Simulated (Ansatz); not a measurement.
# C: computed property card

C:
```
CELL_PARAMETERS angstrom
      4.43572     0.00000     0.00000
     -2.21786     3.84144     0.00000
      0.00000     0.00000     2.51964
ATOMIC_POSITIONS crystal
  C  0.44797 0.89595 0.25000
  C  0.10405 0.55203 0.25000
  C  0.44797 0.55203 0.25000
  C  0.55203 0.10405 0.75000
  C  0.89595 0.44797 0.75000
  C  0.55203 0.44797 0.75000
```

Space group P6_3/mmc (No. 194); conventional cell a = b = 4.4357 Å, c = 2.5196 Å, α = β = 90.00°, γ = 120.00°.

Method: PBEsol in the plane-wave PAW code Ansatz. Structure relaxed to zero pressure with the same functional. Other levels are named where they apply.

### Cell and energy

| Property | Value |
|---|---|
| Volume per atom | 7.16 Å³ |
| Density | 2.79 g/cm³ |

### Electronic structure

| Quantity | Result |
|---|---|
| Band gap | 2.25 eV (direct) |
| Valence-band maximum | at Γ |
| Conduction-band minimum | at Γ |
| Electron effective mass | 0.14, 0.14, 1.2 mₑ (principal values) |
| Hole effective mass, band 1 of 2 at the edge | 0.50 along x (mₑ) |
| Hole effective mass, band 2 of 2 at the edge | 0.12 along x (mₑ) |
| HSE06 gap on the PBEsol cell | 3.28 eV |

### Mechanics

| Quantity | Result |
|---|---|
| Bulk modulus (Birch–Murnaghan fit) | 326 GPa |
| Pressure derivative B′ | 3.6 |
| Elastic constants (relaxed ions, GPa) | C11 = 591, C12 = 209, C13 = 94.8, C33 = 1050, C44 = 363 |
| Mechanical stability | stable (all eigenvalues of C positive) |
| Hill bulk and shear moduli | 331 and 288 GPa |
| Young's modulus | 670 GPa |
| Poisson's ratio | 0.16 |
| Debye temperature from the elastic constants | 1730 K |

### Dielectric response

| Item | Result |
|---|---|
| Electronic dielectric constant ε∞ (DFPT) | 6.08 (xx = yy), 4.56 (zz) |

### Phonons

| Property | Value |
|---|---|
| Highest zone-centre frequency | 1456 cm⁻¹ |
| Zone-centre stability | no imaginary mode at Γ |

The start of the workflow was typed in or built on a structure type. Its sites differ from those of the usual phase in this space group: another stacking or structure type. Symmetry was held in the PBEsol relaxation.

Potentials: the later of the program's two PAW sets.
